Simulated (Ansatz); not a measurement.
Values for one crystal, relaxed and computed with r²SCAN in the plane-wave PAW code Ansatz; other levels are named.

```yaml
volume_per_atom: 19.42 Å³
band_gap: 1.02 eV (indirect)
Formation energy from the elements (no fitted shifts): -0.62 eV/atom
smallest_direct_gap_on_the_standard_path: 1.58 eV
Gap with spin–orbit coupling: 0.97 eV
hole_effective_mass: 0.28, 0.59, 4.6 mₑ (principal values)
valence_band_maximum: on the H–A line, 96 % of the way from H
```

Q: Pick the material that matches.
A. CsH, rock salt
B. AlCuCl4, P-42c (Al on 2d, Cu on 2e, Cl on 8n)
C. SrAlGeH, P3m1 (Sr on 1b, Al on 1a, Ge on 1c, H on 1a)
D. Ge3F8, P2_1/c (Pearson symbol mP22)

A: C, SrAlGeH, P3m1 (Sr on 1b, Al on 1a, Ge on 1c, H on 1a)

The first step of the workflow began from a Materials Project structure, measured or hypothetical; the Crystallography Open Database copy checked does not list it. Whether it is the stable phase at ambient conditions was not checked. The r²SCAN relaxation kept the symmetry of its start; its stability against distortions is not shown here. The references are the lowest solids computed at this level, not always the standard phases (solids in place of the gases). Spin–orbit coupling is left out wherever it is not named.

Potentials: the later of the program's two PAW sets.
